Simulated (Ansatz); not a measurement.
The relaxed structure here is a generated cell of BeS: the first start was made by placing the elements on the sites of a structure type, and the end was not matched to a known phase here, so it may be hypothetical.

The end point of a relaxation of BeS. Space group P6₂22 (No. 180). Method: r2SCAN (plane waves to 500 eV, PAW, scalar-relativistic; Ansatz, a quantum-chemistry and plane-wave program).

```xyz
6
Lattice="3.4503 0.0000 0.0000 -1.7252 2.9881 0.0000 0.0000 0.0000 7.8318" Properties=species:S:1:pos:R:3 pbc="T T T"
S      1.7252     0.0000     3.9159
S     -0.8626     1.4940     1.3053
S      0.8626     1.4940     6.5265
Be     1.7252     0.0000     0.0000
Be    -0.8626     1.4940     5.2212
Be     0.8626     1.4940     2.6106
```

Give the band gap at the level r2SCAN.

3.18 eV, indirect (valence top at or next to Γ, conduction bottom at M) (no spin-orbit coupling).

Estimate the smallest direct gap that r2SCAN returns for this input.

4.52 eV at A.

No spin polarisation in the result.

The run could not lose the symmetry of its start; a randomly shaken copy of 12 atoms returns to this structure.
